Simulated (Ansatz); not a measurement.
Two states of GdTiAu

```xyz
9
Lattice="3.7866 6.5586 0.0000 -3.7866 6.5586 0.0000 0.0000 0.0000 4.1327" Properties=species:S:1:pos:R:3 pbc="T T T"
Ti    1.9236    6.5586    2.0663
Ti    0.9315    1.6134    2.0663
Ti   -2.8551    4.9452    2.0663
Au    0.0000    0.0000    0.0000
Au   -0.0004    4.3726    2.0663
Au    0.0004    8.7446    2.0663
Gd   -0.6627    6.5586    0.0000
Gd    2.2246    3.8532    0.0000
Gd   -1.5620    2.7054    0.0000
```

Single point in Ansatz 0.2.0 with PBE. Cutoff 420 eV, PAW datasets, 4×4×6 Γ-centred k mesh, fermi-dirac filling (width 0.1 eV).

State A: Ti1 up, Ti2 up, Ti3 up, Gd7 up, Gd8 up, Gd9 up (collinear spin). State B: Ti1 down, Ti2 down, Ti3 down, Gd7 down, Gd8 down, Gd9 up (collinear spin).

**Question.** Which state is lower, and how do they differ?

**Answer.** State A is lower by 16.8 meV an atom at zero smearing; in free energy at this smearing B lies +14.9 meV an atom from A.

```
state  free energy (meV/atom)  largest moment in a small sphere (μB)  net moment (μB/cell)  gap on mesh (eV)  pressure (GPa)  largest force (eV/Å)
    A                     0.0                                   7.20                 27.58             metal            -0.2                  0.36
    B                    14.9                                   7.19                 12.80             metal            -0.3                  0.42
```

Origin: a known structure type with other elements, at an estimated volume, so it need not be a known compound. Caveats: f shells without a U or exact exchange are poorly placed.
